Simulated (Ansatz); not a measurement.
Sn (beta-Sn type, space group I4_1/amd), map of one atom of the cell

Sn (beta-Sn type, space group I4_1/amd)

```yaml
crystal:
  lattice:
    - [-2.91651, 2.91651, 1.57919]
    - [2.91651, -2.91651, 1.57919]
    - [2.91651, 2.91651, -1.57919]
  atoms:
    - { symbol: Sn, position: [0.75000, 0.25000, 0.50000] }
    - { symbol: Sn, position: [0.00000, 0.00000, 0.00000] }
```

Two-dimensional scan of atom 2 (Sn, nearest neighbour Sn at 3.022 Å; its periodic images, 3.2 Å or more away, move with it): u runs along (0.707, 0.707, 0.000), v along (0.000, 0.000, 1.000) (Cartesian). Cell and other atoms are fixed.

The numbers are results of PBEsol (plane waves to 420 eV, PAW, scalar-relativistic; Ansatz, a quantum-chemistry and plane-wave program), not measurements. k mesh 13×13×13 (Γ-centred), Fermi-Dirac smearing 0.05 eV. Energies are smeared free energies. With partly filled bands, energies and forces of such displacements shift with the k mesh and the smearing. Fu and Fv are the components of the force on the atom. Sn was relaxed with its symmetry unable to fall. ΔE is measured from the undisplaced structure. Axes are in Å.

ΔE (eV/cell), with u across and v down:

```tsv
v \ u	-0.450	-0.225	0.000	0.225	0.450
-0.450	0.435	0.129	0.033	0.129	0.435
-0.225	0.414	0.107	0.010	0.107	0.414
0.000	0.404	0.098	0.000	0.098	0.404
0.225	0.414	0.107	0.010	0.107	0.414
0.450	0.435	0.129	0.033	0.129	0.435
```

Fv (eV/Å), with u across and v down:

```
v \ u   -0.450  -0.225  0.000  0.225  0.450
------  ------  ------  -----  -----  -----
-0.450    0.10    0.10   0.10   0.10   0.10
-0.225    0.08    0.08   0.08   0.08   0.08
0.000     0.00    0.00   0.00   0.00   0.00
0.225    -0.08   -0.08  -0.08  -0.08  -0.08
0.450    -0.10   -0.10  -0.10  -0.10  -0.10
```

Derived quantities:

Principal force constants in the plane (five-point differences of the forces): 0.4 and 3.8 eV/Å²
Softest direction at the centre: along v
Centre of the map: a minimum
Lowest place on the grid: u = 0.000 Å, v = 0.000 Å (0 meV/cell)
Highest place on the grid, met at several equal points: u = -0.450 Å, v = -0.450 Å; u = 0.450 Å, v = -0.450 Å; u = -0.450 Å, v = 0.450 Å; u = 0.450 Å, v = 0.450 Å (435 meV/cell)

The 25 points together took roughly 21 core-minutes.

(For displaced atoms, the force is minus the slope of the energy, and its curvature is a force constant, which sets phonon frequencies.)
